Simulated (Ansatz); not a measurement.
Ca$_{3}$Ta: reading a single point

```yaml
crystal:
  lattice:
    - [0.00000, 4.27970, 0.00000]
    - [4.27970, 0.00000, 0.00000]
    - [2.13985, 2.13985, -5.04756]
  atoms:
    - { symbol: Ca, position: [0.50000, 0.50000, 0.00000] }
    - { symbol: Ta, position: [0.00000, 0.00000, 0.00000] }
    - { symbol: Ca, position: [0.75000, 0.25000, 0.50000] }
    - { symbol: Ca, position: [0.25000, 0.75000, 0.50000] }
```

The numbers come from plane-wave PAW DFT (Ansatz): PBE, no spin polarisation, 420 eV, 9×9×9 Γ-centred k points, fermi-dirac occupations (width 0.1 eV). Nothing was relaxed.

Q: Is it stable against the elements?

A: 1.11 eV an atom against the elements' usual phases (free molecules for gases, crystals otherwise, with no correction for O₂ or N₂), so at this geometry it isn't bound against them. Relaxing would lower it.

Q: What does the stress say?

A: The pressure is 13.8 GPa (compression positive), so with the atoms held at these fractions the cell would first expand. The principal stresses 9.9, 15.8, 15.8 GPa differ, so its shape would change too.

Q: What happens at the Fermi level?

A: It is a metal, with about 6.3 states/eV a cell as the mean within 0.25 eV of the Fermi level.

Q: What do density and ELF say about some of the short contacts?

A: Ca–Ta at 3.03 Å: least valence density 0.15 e/Å³ and ELF 0.10 there. Ca–Ca at 3.03 Å: least valence density 0.09 e/Å³ and ELF 0.04 there. Both are smooth PAW fields, read partly inside the augmentation spheres.

Origin: a known structure type with other elements, at an estimated volume, so it need not be a known compound. Caveats: many states at the Fermi level without spin polarisation, so a magnetic state may lie lower.
